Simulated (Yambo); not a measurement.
A G0W0@PBEsol run in Yambo for CaI2 (CdI2 type, space group P-3m1, No. 164) (3×3×2 Γ-centred k mesh, 224 bands and a 8 Ry block in the screening, 224 bands in G with the Bruneval-Gonze terminator, plasmon pole fitted at 27.2 eV) gives these matrix elements, in eV, at the band edges (Γ → (0, 0.333, 0)):

| state | E0 | <Vxc> | <Σx> | <Σc(E0)> | Z |
|---|---|---|---|---|---|
| valence edge | 0.000 | -11.541 | -14.297 | 1.189 | 0.809 |
| conduction edge | 3.539 | -10.533 | -5.336 | -3.926 | 0.821 |

Task: Solve the linearised quasiparticle equation for both states, give the gap, and say how exchange and correlation each act on it.

Result: E = E0 + Z(Σx + Σc − Vxc). Valence: 0.000 + 0.809 × (-14.297 + (1.189) − (-11.541)) = -1.27 eV. Conduction: 3.539 + 0.821 × (-5.336 + (-3.926) − (-10.533)) = 4.58 eV. The gap is 5.85 eV, against 3.54 eV in PBEsol. Replacing Vxc by bare exchange alone would open it by 7.95 eV; correlation takes back 5.12 eV of that, and Z scales what is left. Nearest settings tried, and what they do to the gap: 139 bands in G: -3 meV; 139 bands in W, 139 bands in G: -10 meV; 7 Ry block (287 vectors against 311): -11 meV; 3×3×1 mesh: -70 meV. So the settings aren't converged at that level. The k mesh is coarse. The mesh misses a band edge: along a dense path the PBEsol gap is 3.33 eV against 3.54 eV on the mesh. Without spin-orbit coupling, band edges of such heavy elements can be off by tenths of an eV.

Geometry relaxed with PBE+D3(BJ); primitive cell a = b = 4.4322 Å, c = 6.9195 Å, α = β = 90.00°, γ = 120.00°.
